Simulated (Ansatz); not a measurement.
Relaxation of a relaxed Cu cell, doubled along one cell vector, shaken by Gaussian noise of σ = 0.08 Å a coordinate; 2 atoms in the cell, which starts as P-1 (No. 2), aP2; a = b = 2.4615 Å, c = 4.0195 Å, α = β = 90.00°, γ = 109.47°. Computed with r2SCAN (plane waves to 500 eV, PAW, scalar-relativistic; Ansatz, a quantum-chemistry and plane-wave program). Γ-centred k-mesh 16×8×16 on the run's cell (coarser than for final values), Fermi–Dirac smearing 0.05 eV. This is the first round of the run. 

The optimiser's lines from the output (shortened; P is positive under compression):

```
relax step   1: F+E_penalty+E_count = -13262.33687131 eV  Δ(F+E_penalty+E_count) = +0.000e0 eV  max|allowed force component| = 6.813e-1 eV/Å  Δτ_max = 0.0000 Å  P = +1.601 GPa  Ω = 22.961 Å³  (7 SCF iters, dr2 threshold 1.00e-7 eV, accepted)
relax step   2: F+E_penalty+E_count = -13262.37195080 eV  Δ(F+E_penalty+E_count) = -3.508e-2 eV  max|allowed force component| = 4.348e-1 eV/Å  Δτ_max = 0.0228 Å  P = +1.095 GPa  Ω = 22.895 Å³  (7 SCF iters, dr2 threshold 2.00e-7 eV, accepted)
relax step   3: F+E_penalty+E_count = -13262.39567029 eV  Δ(F+E_penalty+E_count) = -2.372e-2 eV  max|allowed force component| = 5.081e-3 eV/Å  Δτ_max = 0.0397 Å  P = +0.972 GPa  Ω = 22.820 Å³  (8 SCF iters, dr2 threshold 2.00e-7 eV, accepted)
relax step   4: F+E_penalty+E_count = -13262.39959185 eV  Δ(F+E_penalty+E_count) = -3.922e-3 eV  max|allowed force component| = 4.526e-2 eV/Å  Δτ_max = 0.0076 Å  P = +0.771 GPa  Ω = 22.865 Å³  (7 SCF iters, dr2 threshold 2.00e-7 eV, accepted)
relax step   5: F+E_penalty+E_count = -13262.40519953 eV  Δ(F+E_penalty+E_count) = -5.608e-3 eV  max|allowed force component| = 4.903e-2 eV/Å  Δτ_max = 0.0057 Å  P = +0.382 GPa  Ω = 22.932 Å³  (7 SCF iters, dr2 threshold 2.00e-7 eV, accepted)
relax step   6: F+E_penalty+E_count = -13262.42896439 eV  Δ(F+E_penalty+E_count) = -2.376e-2 eV  max|allowed force component| = 7.055e-2 eV/Å  Δτ_max = 0.0042 Å  P = +0.969 GPa  Ω = 22.833 Å³  (7 SCF iters, dr2 threshold 2.00e-7 eV, accepted)
relax step   7: F+E_penalty+E_count = -13262.45281203 eV  Δ(F+E_penalty+E_count) = -2.385e-2 eV  max|allowed force component| = 8.062e-2 eV/Å  Δτ_max = 0.0020 Å  P = +1.486 GPa  Ω = 22.726 Å³  (8 SCF iters, dr2 threshold 2.00e-7 eV, accepted)
relax step   8: F+E_penalty+E_count = -13262.47048813 eV  Δ(F+E_penalty+E_count) = -1.768e-2 eV  max|allowed force component| = 1.573e-2 eV/Å  Δτ_max = 0.0084 Å  P = -0.635 GPa  Ω = 22.932 Å³  (7 SCF iters, dr2 threshold 2.00e-7 eV, accepted)
relax step   9: F+E_penalty+E_count = -13262.47080671 eV  Δ(F+E_penalty+E_count) = -3.186e-4 eV  max|allowed force component| = 9.782e-4 eV/Å  Δτ_max = 0.0015 Å  P = -0.030 GPa  Ω = 22.857 Å³  (5 SCF iters, dr2 threshold 2.00e-7 eV, accepted)
relax step  10: F+E_penalty+E_count = -13262.47081297 eV  Δ(F+E_penalty+E_count) = -6.262e-6 eV  max|allowed force component| = 4.440e-4 eV/Å  Δτ_max = 0.0001 Å  P = -0.005 GPa  Ω = 22.853 Å³  (5 SCF iters, dr2 threshold 9.92e-9 eV, accepted)
relax step  11: F+E_penalty+E_count = -13262.47631587 eV  Δ(F+E_penalty+E_count) = -5.503e-3 eV  max|allowed force component| = 4.298e-4 eV/Å  Δτ_max = 0.0000 Å  P = +0.338 GPa  Ω = 22.853 Å³  stress off target by 1.12e0 GPa  SCF on the basis re-selected at this cell (its energy is not comparable with the rows above)  (9 SCF iters)
relax step  12: F+E_penalty+E_count = -13262.47732003 eV  Δ(F+E_penalty+E_count) = -1.004e-3 eV  max|allowed force component| = 1.603e-4 eV/Å  Δτ_max = 0.0001 Å  P = +0.093 GPa  Ω = 22.883 Å³  (5 SCF iters, dr2 threshold 2.00e-7 eV, accepted)
relax step  13: F+E_penalty+E_count = -13262.47774966 eV  Δ(F+E_penalty+E_count) = -4.296e-4 eV  max|allowed force component| = 6.160e-3 eV/Å  Δτ_max = 0.0006 Å  P = +0.096 GPa  Ω = 22.879 Å³  (6 SCF iters, dr2 threshold 2.00e-7 eV, accepted)
relax step  14: F+E_penalty+E_count = -13262.47771452 eV  Δ(F+E_penalty+E_count) = +3.514e-5 eV  max|allowed force component| = 1.433e-2 eV/Å  Δτ_max = 0.0022 Å  P = -0.103 GPa  Ω = 22.907 Å³  (6 SCF iters, dr2 threshold 6.50e-8 eV, rejected (line search))
relax step  15: F+E_penalty+E_count = -13262.47775977 eV  Δ(F+E_penalty+E_count) = -1.011e-5 eV  max|allowed force component| = 1.128e-3 eV/Å  Δτ_max = 0.0005 Å  P = +0.009 GPa  Ω = 22.892 Å³  (10 SCF iters, accepted)
relax step  16: F+E_penalty+E_count = -13262.47780422 eV  Δ(F+E_penalty+E_count) = -4.444e-5 eV  max|allowed force component| = 1.129e-3 eV/Å  Δτ_max = 0.0000 Å  P = +0.010 GPa  Ω = 22.892 Å³  stress off target by 3.27e-2 GPa  SCF on the basis re-selected at this cell (its energy is not comparable with the rows above)  (7 SCF iters)
relax step  17: F+E_penalty+E_count = -13262.47780470 eV  Δ(F+E_penalty+E_count) = -4.819e-7 eV  max|allowed force component| = 7.520e-6 eV/Å  Δτ_max = 0.0001 Å  P = +0.001 GPa  Ω = 22.893 Å³  (5 SCF iters, dr2 threshold 2.68e-9 eV, accepted)
relax step  18: F+E_penalty+E_count = -13262.47780698 eV  Δ(F+E_penalty+E_count) = -2.285e-6 eV  max|allowed force component| = 6.868e-6 eV/Å  Δτ_max = 0.0000 Å  P = +0.001 GPa  Ω = 22.893 Å³  stress off target by 1.17e-3 GPa  SCF on the basis re-selected at this cell (its energy is not comparable with the rows above)  (4 SCF iters)
```

From the first to the last row the energy changes by -0.07 eV/atom and the volume by -0.3 %. The last row is marked as not comparable with the walk above it, whose basis was carried along; it does compare with step 1, since both stand on a basis selected at the nominal cutoff for their own cell.

Step 14 was rejected by the optimiser.

Later rounds, restarted from the end of this one on a renewed k-mesh, logged 4 more steps and released under 0.01 eV/atom more. The final structure after all rounds: Fm-3m (No. 225), cF4, fcc (Cu type); a = b = c = 3.577 Å, α = β = γ = 90.00°. Between re-selections the logged energies stand on a plane-wave basis carried along with the cell. No spin polarisation in the result.

The run could not lose the symmetry of its start.

Of the parent cell (Im-3m (No. 229)): it is a generated cell of Cu: the first start was made by placing the elements on the sites of a structure type, and the end was not matched to a known phase here, so it may be hypothetical. Known forms of Cu include space group No. 225.
